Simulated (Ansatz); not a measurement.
A trial cell of Tb₂As₂Ir, before relaxation:

```
CELL_PARAMETERS angstrom
-2.25378 2.25378 5.41509
2.25378 -2.25378 5.41509
2.25378 2.25378 -5.41509
ATOMIC_POSITIONS crystal
Tb 0.61870 0.61870 0.00000
Tb 0.38130 0.38130 0.00000
As 0.25000 0.75000 0.50000
As 0.75000 0.25000 0.50000
Ir 0.00000 0.00000 0.00000
```

Computed with DFT PBE, scalar-relativistic, plane waves, PAW, and for the lanthanide a 4f-in-core norm-conserving potential, in Ansatz 0.2.0. Cutoff 690 eV, Gaussian smearing, Γ-centred meshes. Cell and atoms relax first on a coarse mesh and then on a finer one. In between, the cell is made exact in the group found at 0.06 Å. In metals the finer mesh still leaves noise of several meV/atom or more. The steps can't lower the symmetry of their start. No spin polarisation in the relaxation; trial moments died out in a coarse test.

A guess keeps its type if space group and coordination stay and the shape of the cell changes little (axis ratios within about 15 %, angles within 6°); the volume may change.

Question: Will the relaxed cell still be of the starting type?

Answer: It doesn't keep its type. The symmetry stays I4/mmm (No. 139). The volume per atom stays near 22.0 Å³. The shortest distance goes from 2.57 Å (Tb–Tb) to 2.60 Å (As–As). The ratio c/a of the conventional cell changes by a factor of 1.84. Counting neighbours within 15 % of an atom's shortest distance, the start has As 4, Ir 16, Tb 5 and the end As 4, Ir 8, Tb 9. In detail, at the end Tb has 4 As at 3.04 Å, 4 Ir at 3.08 Å, 1 Tb at 3.29 Å and 4 Tb at 3.67 Å; As has 4 As at 2.60 Å and 4 Tb at 3.04 Å; Ir has 8 Tb at 3.08 Å and 4 Ir at 3.67 Å.

```
Tb As Ir
1.0
    -1.83729    1.83729    8.13901
     1.83729   -1.83729    8.13901
     1.83729    1.83729   -8.13901
Tb As Ir
2 2 1
Direct
  0.60114 0.60114 0.00000
  0.39886 0.39886 0.00000
  0.25000 0.75000 0.50000
  0.75000 0.25000 0.50000
  0.00000 0.00000 0.00000
```

Energies over the elements count from the elements' standard structures at the same level, with no fitted energy shifts.

Question: At what energy does it end?

Answer: −0.65 eV/atom. Whether it is stable depends on the other phases of the system, which aren't compared here.

The last run used a 14×14×14 mesh for its 5-atom cell and Gaussian smearing of 0.10 eV. These runs have no spin–orbit coupling, which can matter for Ir. The reference form of As is held partly by dispersion forces, which this level lacks. Trial moments died out on the coarse mesh, so the last step has no spin; another magnetic start might hold. Symmetry constrained the relaxation, so the result can be a saddle point.

The lanthanide is trivalent by construction, without f bands, f moments or other valences. The reference runs of the other elements, and any phases without the lanthanide, used 420 eV, which shifts energies against them by under 10 meV/atom. The lanthanide's reference is the lowest of its hcp, dhcp and fcc cells.
